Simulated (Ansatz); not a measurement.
**LiBeF₃: from a guess to a relaxed structure**

Theory: Ansatz, DFT PBE, scalar-relativistic, plane waves, PAW. Cutoff 420 eV, Gaussian smearing, Γ-centred meshes. Cell and atoms relax on a converged mesh. The steps can't lower the symmetry of their start. No spin polarisation.

A trial structure of LiBeF₃ was built thus: perovskite family, tilts a0a0a0 (Pm-3m, No. 221) (A site Li; B site Be; X site F). Lengths were set from tabulated atomic sizes, so they are only a guess.

```cif
data_structure
_symmetry_space_group_name_H-M 'Pm-3m'
_symmetry_Int_Tables_number 221
_cell_length_a 3.5198
_cell_length_b 3.5198
_cell_length_c 3.5198
_cell_angle_alpha 90.000
_cell_angle_beta 90.000
_cell_angle_gamma 90.000
_cell_volume 43.61
loop_
_atom_site_label
_atom_site_type_symbol
_atom_site_symmetry_multiplicity
_atom_site_Wyckoff_symbol
_atom_site_fract_x
_atom_site_fract_y
_atom_site_fract_z
_atom_site_occupancy
Li1 Li 1 b 0.50000 0.50000 0.50000 1
Be1 Be 1 a 0.00000 0.00000 0.00000 1
F1 F 3 d 0.50000 0.00000 0.00000 1
```

Formation energies are uncorrected and refer to the elements' standard structures at the same level (F₂ as a molecule).

Problem. Describe the relaxed structure.

Solution. The symmetry stays Pm-3m (No. 221). The end has the cubic perovskite type. The volume per atom shrinks by 1.9 %, from 8.7 to 8.6 Å³. The shortest distance goes from 1.76 Å (Be–F) to 1.75 Å (Be–F). Conventional cell: a = 3.498 Å. Around Li lie 12 F at 2.47 Å; Be is surrounded by 6 F at 1.75 Å; F is surrounded by 2 Be at 1.75 Å, 4 Li at 2.47 Å and 8 F at 2.47 Å.

Space group Pm-3m (No. 221). a = 3.498 Å, b = 3.498 Å, c = 3.498 Å, α = 90.00°, β = 90.00°, γ = 90.00°
```json
{"atom": "Li", "site": "1b", "symmetry": "m-3m", "x": "0.5000", "y": "0.5000", "z": "0.5000"}
{"atom": "Be", "site": "1a", "symmetry": "m-3m", "x": "0.0000", "y": "0.0000", "z": "0.0000"}
{"atom": "F", "site": "3d", "symmetry": "4/mm.m", "x": "0.5000", "y": "0.0000", "z": "0.0000"}
```

Problem. Give its energy and gap.

Solution. The formation energy is −2.834 eV/atom. The gap on the 6×6×6 mesh of the 5-atom cell is 7.52 eV.

A negative formation energy is needed for stability but isn't enough: competing phases decide.

The last run used Gaussian smearing of 0.02 eV. Kohn–Sham gaps at this level usually fall short of measured ones. A later test with randomly moved atoms led to a structure 295 meV/atom lower, so this end is a saddle point or a shallow minimum.
